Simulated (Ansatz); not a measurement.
Here is an unrelaxed guess for AlO4.

```yaml
crystal:
  lattice:
    - [4.07772, 0.00000, 0.00000]
    - [-2.03886, 3.53141, 0.00000]
    - [0.00000, 0.00000, 4.01553]
  atoms:
    - { symbol: Al, position: [0.00000, 0.00000, 0.52444] }
    - { symbol: O, position: [0.50000, 0.00000, 0.56355] }
    - { symbol: O, position: [0.00000, 0.50000, 0.56355] }
    - { symbol: O, position: [0.50000, 0.50000, 0.56355] }
    - { symbol: O, position: [0.00000, 0.00000, 0.05053] }
```

Computed with DFT PBE, scalar-relativistic, plane waves, PAW in Ansatz. Cutoff 420 eV; k points 6×6×4 on the computed 5-atom cell (Γ-centred); Gaussian smearing, width 0.10 eV; collinear spin from starting moments 0.0 1.0 1.0 1.0 1.0 μB.

Energies over the elements count from the elements' standard structures at the same level (O₂ as a molecule), with no fitted energy shifts.

Task: What does a single point on this coarse mesh give?

Result: The pressure is -7.8 GPa (the mean over three directions, positive in compression), the largest force is 0.63 eV/Å, and the energy is −0.16 eV/atom against the elements. The shortest distance is 1.90 Å.

Task: How much does it gain on relaxing, and where does it end?

Result: Relaxing gains under 0.1 eV/atom (the start's value is from the coarse mesh, so the gain is rough) in 15 ionic steps and ends at −0.24 eV/atom on the finer mesh. The symmetry goes from P6mm (No. 183) to P6/mmm (No. 191). The volume per atom shrinks by 9.6 %, from 11.6 to 10.5 Å³. The shortest distance goes from 1.90 Å (Al–O) to 1.81 Å (Al–O). Conventional cell: a = 4.086 Å, c = 3.617 Å. Al is surrounded by 2 O at 1.81 Å and 6 O at 2.04 Å; O on a site of symmetry mmm has 2 Al at 2.04 Å and 4 O at 2.04 Å; around O on a site of symmetry 6/mmm lie 2 Al at 1.81 Å.

The last run used collinear spin, a 12×12×10 mesh (in the run's order of axes) for its 5-atom cell and Gaussian smearing of 0.10 eV. Another magnetic order may lie lower. The relaxation can't lower the symmetry of the start. A structure relaxed within its symmetry needn't be a true minimum. Another cell of AlO4 relaxed alike, in Pm-3m, lies 99 meV/atom lower, so this cell isn't the stable form at this level.
